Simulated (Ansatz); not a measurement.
Trial structure of Na4Sb, not yet relaxed:

```cif
data_structure
_symmetry_space_group_name_H-M 'Im-3m'
_symmetry_Int_Tables_number 229
_cell_length_a 6.1967
_cell_length_b 6.1967
_cell_length_c 6.1967
_cell_angle_alpha 90.000
_cell_angle_beta 90.000
_cell_angle_gamma 90.000
_cell_volume 237.94
loop_
_atom_site_label
_atom_site_type_symbol
_atom_site_symmetry_multiplicity
_atom_site_Wyckoff_symbol
_atom_site_fract_x
_atom_site_fract_y
_atom_site_fract_z
_atom_site_occupancy
Na1 Na 8 c 0.25000 0.25000 0.25000 1
Sb1 Sb 2 a 0.00000 0.00000 0.00000 1
```

The calculation used Ansatz 0.2.0, DFT PBE, scalar-relativistic, plane waves, PAW. Settings: cutoff 420 eV, Γ-centred mesh 4×4×4 on the computed 5-atom cell, Gaussian smearing of 0.10 eV; no spin polarisation.

The zero of energy is the elements' standard structures at the same level; no fitted shifts are applied.

Problem. How far from equilibrium is it?

Solution. The pressure is 15.5 GPa (it wants to expand), the largest force is 0.00 eV/Å (symmetry fixes the atoms), and the energy is +0.25 eV/atom against the elements. The shortest distance is 2.68 Å.

Problem. Is it a good guess?

Solution. A rough one: relaxing gains about 0.47 eV/atom (the start's value is from the coarse mesh, so the gain is rough) in 12 ionic steps and ends at −0.22 eV/atom on the finer mesh. The symmetry stays Im-3m (No. 229). The volume per atom grows by 61.9 %, from 23.8 to 38.5 Å³. The shortest distance goes from 2.68 Å (Na–Sb) to 3.15 Å (Na–Sb). Conventional cell: a = 7.276 Å. Around Na lie 2 Sb at 3.15 Å and 6 Na at 3.64 Å; around Sb lie 8 Na at 3.15 Å.

The last run used an 8×8×8 mesh for its 5-atom cell and Gaussian smearing of 0.10 eV. These runs have no spin–orbit coupling, which can matter for Sb. The relaxation can't lower the symmetry of the start, and the grade says only how near the guess is to its own end. A structure relaxed within its symmetry needn't be a true minimum.
